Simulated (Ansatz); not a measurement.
**Profile along the Se–Cd line in CdSe (zinc blende)**

CdSe (zinc blende)

```cif
data_Cd4Se4
_chemical_formula_sum 'Se4 Cd4'
_space_group_name_H-M_alt 'F-43m'
_space_group_IT_number 216
_space_group_name_Hall 'F -4 2 3'
_cell_length_a 6.08202
_cell_length_b 6.08202
_cell_length_c 6.08202
_cell_angle_alpha 90.000
_cell_angle_beta 90.000
_cell_angle_gamma 90.000
loop_
_atom_site_label
_atom_site_type_symbol
_atom_site_symmetry_multiplicity
_atom_site_Wyckoff_symbol
_atom_site_fract_x
_atom_site_fract_y
_atom_site_fract_z
_atom_site_occupancy
Se1 Se 4 c 0.25000 0.25000 0.25000 1
Cd1 Cd 4 a 0.00000 0.00000 0.00000 1
```
(The calculation used a cell of 2 atoms; values per cell refer to that cell.)

Fields along a shortest Se–Cd line of a {110} plane (2.63 Å), from Se to Cd, interpolated on the slice's grid (step about 0.2 Å). Calculation: PBEsol (plane waves to 420 eV, PAW, scalar-relativistic; Ansatz, a program for electronic structure). k mesh 9×9×9. Inside the PAW spheres the values are not all-electron values, and peaks at nuclei hang on which shells count as valence. CdSe was relaxed with its symmetry unable to fall. The PAW data are Ansatz's earlier set.

```
distance from Se (Å)  valence electron density (e/Å³)  electron localisation function  density of the highest valence band (e/Å³)  density of the lowest conduction band (e/Å³)
--------------------  -------------------------------  ------------------------------  ------------------------------------------  --------------------------------------------
0.00                                            58.26                               x                                       0.010                                         0.071
0.26                                            29.28                               x                                       0.070                                         0.097
0.53                                             3.89                            0.59                                       0.182                                         0.117
0.79                                             1.01                            0.81                                       0.196                                         0.066
1.05                                             0.57                            0.77                                       0.130                                         0.018
1.31                                             0.38                            0.38                                       0.065                                         0.016
1.58                                             0.51                            0.18                                       0.020                                         0.039
1.84                                             2.00                            0.30                                       0.003                                         0.038
2.10                                             8.27                            0.51                                       0.019                                         0.003
2.37                                            19.69                               x                                       0.014                                         0.099
2.63                                            26.71                               x                                       0.001                                         0.222
```

x: too close to a nucleus for the ELF to mean much. Band densities are of whole bands, smooth part only.

Density on the Se–Cd line (2.63 Å) at its density minimum, 1.4 Å from Se: 0.38 e/Å³. ELF at that point: 0.3. Element round which the density of the highest valence band (whole band, smooth part) is largest on this plane: Se.
